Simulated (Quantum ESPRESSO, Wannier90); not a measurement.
# Wannierisation of GaSb (zinc blende)

```xyz
2
Lattice="0.0000 3.0686 3.0686 3.0686 0.0000 3.0686 3.0686 3.0686 0.0000" Properties=species:S:1:pos:R:3 pbc="T T T"
Ga     0.0000     0.0000     0.0000
Sb     1.5343     1.5343     1.5343
```

Cell from Materials Project (mp-1156), symmetrised, no further relaxation. COD (Crystallography Open Database) has an entry of this formula and space group (matched by these alone). Computed values, not measurements, from PBEsol: Quantum ESPRESSO (norm-conserving PseudoDojo potentials, cutoff 64 Ry, spinors with spin-orbit coupling) on a Γ-centred 6×6×6 mesh, then Wannier90. Density: 10×10×10 mesh, cold smearing 0.01 Ry. With spin-orbit coupling a semilocal functional can close or falsely invert a small gap; the band order was not checked against a better method.

Valence charges of the files: Ga 13, Sb 15. 50 bands were computed.

Isolated groups of bands, relative to the Fermi level (bands from 23 on overlap up to the last one computed):

```tsv
bands	from (eV)	to (eV)	filling	weight on atomic waves
1–4	-29.64	-29.63	filled	Sb 4d 100 %
5–10	-28.40	-28.39	filled	Sb 4d 100 %
11–14	-15.48	-15.44	filled	Ga 3d 100 %
15–20	-15.04	-14.97	filled	Ga 3d 100 %
21–22	-11.62	-9.16	filled	Sb 5s 57 %, Ga 4p 22 %, Ga 4s 16 %
```

Wanted is a model with the orbitals Ga s p, Sb s p, without the filled groups that are mainly made of other shells (semicore states, and anion s where it isn't named); all higher bands stay in for disentanglement.

Question: Give num_wann, exclude_bands and num_bands, and the number of electrons that the model holds.

Answer: Electrons: 1×13 + 1×15 = 28, or 28.0 bands' worth; no gap over 0.05 eV opens at the Fermi level at this level of theory.
num_wann = 2 × (1×4 + 1×4) = 16.
exclude_bands = 1-20, 20 bands, so num_bands = 50 − 20 = 30.
The model holds 28 − 1×20 = 8 electrons. With the window frozen to 1.50 eV it follows pw.x to 20 meV rms (states up to 1.0 eV relative to the Fermi level).
